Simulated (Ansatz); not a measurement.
Rh (fcc, Cu type)

```
Rh
1.0
    0.00000     3.83026     3.83026
    1.91513     0.00000     1.91513
    1.91513     1.91513     0.00000
Rh
2
Direct
  0.00000   0.00000   0.00000
  0.50000   0.00000   0.00000
```

The atoms are displaced by Q × the pattern below (from a DFPT mode at L = (0.5, 0.0, 0.0), largest move 1; Q in Å), at fixed cell. (q is in reciprocal vectors of the primitive cell; the cell shown is doubled to hold the pattern.)

```tsv
atom	x	y	z
Rh1	-0.577	0.577	0.577
Rh2	0.577	-0.577	-0.577
```

All values below come from PBE (plane waves to 420 eV, PAW, scalar-relativistic; Ansatz, a quantum-chemistry and plane-wave program). k mesh 21×21×21 (Γ-centred), Fermi-Dirac smearing 0.05 eV. With partly filled bands, energies and forces of such displacements shift with the k mesh and the smearing. Rh is run without spin polarisation. Rh was relaxed with its symmetry unable to fall. The PAW data are Ansatz's earlier set. 

```csv
Q (Å),−dE/dQ from forces (eV/Å)
-0.100,4.307
-0.083,3.541
-0.067,2.807
-0.050,2.094
-0.033,1.393
-0.017,0.696
0.000,0.000
0.017,-0.696
0.033,-1.393
0.050,-2.094
0.067,-2.807
0.083,-3.541
0.100,-4.307
```

### Question
What harmonic wavenumber does the curvature at Q = 0 give?

### Answer
235 cm⁻¹. E″ = 41.75 eV/Å², M = Σ mᵢ|uᵢ|² = 205.8 u, ν̃ = 521.5·√(|E″|/M).

(For displaced atoms, the force is minus the slope of the energy, and its curvature is a force constant, which sets phonon frequencies.)
